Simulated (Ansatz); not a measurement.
**La (diamond): energy against volume**

The calculation used DFT, r2SCAN, plane waves (500 eV) with PAW, scalar-relativistic in Ansatz 0.2.0. (PAW data from PBE, frozen cores regenerated.)

The cell is scaled uniformly from the relaxed one, with fractional coordinates and shape fixed. Energies are extrapolated to zero smearing, pressures are those at the given smearing. Magnetic state: spin not included.

A Birch-Murnaghan fit gives V₀ = 36.82 Å³/atom, B₀ = 50 GPa, B₀′ = 5.5.

Task: What are the energy above the minimum and the pressure at 32.492 Å³/atom?

Result: 103.4 meV/atom and 8.82 GPa as computed.

Task: What are the energy above the minimum and the pressure at 33.969 Å³/atom?

Result: 40.8 meV/atom and 5.11 GPa as computed.

Task: What are the energy above the minimum and the pressure at 41.354 Å³/atom?

Result: 67.4 meV/atom and -3.91 GPa as computed.
